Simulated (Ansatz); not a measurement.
Level: PBEsol, spin-orbit coupling; 420 eV; 8×8×4 Γ-centred mesh; fermi-dirac occupations (width 0.1 eV); Ansatz 0.2.0, fixed geometry.

Computed maps in the lattice plane spanned by a (left to right, 3.16 Å, 10 points from zero) and b (bottom to top, 3.16 Å, 10 points from zero), 90° apart, at height 0.000 along c. The fields are smooth PAW ones with compensation charges, not the true ones near nuclei.

Valence density. Digits on a logarithmic scale: 0 up to 0.03 e/Å³, each further digit a factor of 1.6, 9 from 1.3 e/Å³ up:
```
9996545699
9975545579
6655555556
5555676555
4445797544
5555676555
6655555556
9975545579
9996545699
9996545699
```

ELF less spin currents. Ten even steps from '0' (0.18) to '9' (0.99):
```
4200000002
1000111000
0001464100
0014898410
0016999610
0014898410
0001464100
1000111000
4200000002
6410000014
```

Q: The cell is Hf$_{2}$NiH$_{3}$. Which atoms lie within 0.2 Å of this plane, and where (fractions of a and b)?

A: H at (0.50, 0.50), Ni at (0.00, 0.00). The whole cell:
```yaml
crystal:
  lattice:
    - [3.15960, 0.00000, 0.00000]
    - [0.00000, 3.15960, 0.00000]
    - [0.00000, 0.00000, 6.92467]
  atoms:
    - { symbol: H, position: [0.50000, 0.50000, 0.00000] }
    - { symbol: Ni, position: [0.00000, 0.00000, 0.00000] }
    - { symbol: Hf, position: [0.00000, 0.50000, 0.73400] }
    - { symbol: Hf, position: [0.50000, 0.00000, 0.26600] }
    - { symbol: H, position: [0.00000, 0.50000, 0.38200] }
    - { symbol: H, position: [0.50000, 0.00000, 0.61800] }
```

The state carries no moments; the state need not be the lowest.

Origin: a known structure type with other elements, at an estimated volume, so it need not be a known compound. Caveats: started without moments under time reversal, so no moment could form; atoms or cell far from equilibrium.
